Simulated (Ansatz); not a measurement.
The relaxed structure here is a generated cell of Si: the first start was made by placing the elements on the sites of a structure type, and the end was not matched to a known phase here, so it may be hypothetical. Known forms of Si include space group No. 227.

A relaxed structure of Si. Space group P6/mmm (No. 191), AFLOW prototype A_hP1_191_a (A_f, as in Sn). These are r2SCAN (plane waves to 500 eV, PAW, scalar-relativistic; Ansatz, a quantum-chemistry and plane-wave program) values and carry that method's errors.

```xyz
1
Lattice="2.6421 0.0000 0.0000 -1.3211 2.2881 0.0000 0.0000 0.0000 2.4734" Properties=species:S:1:pos:R:3 pbc="T T T"
Si     0.0000     0.0000     1.2367
```

```yaml
volume_per_atom: 14.95 Å³
density: 3.12 g/cm³
band_gap: zero (metallic)
shortest_distances: Si–Si 2.47 Å
k-mesh: 19×19×17
```

No spin polarisation in the result.

The run could not lose the symmetry of its start: the end is stationary, and may be a saddle point rather than a minimum.

It was reached from a disturbed copy of a I4/mmm (No. 139) cell (AFLOW prototype A_tI2_139_a (A_a)), against which it lies -0.23 eV/atom.
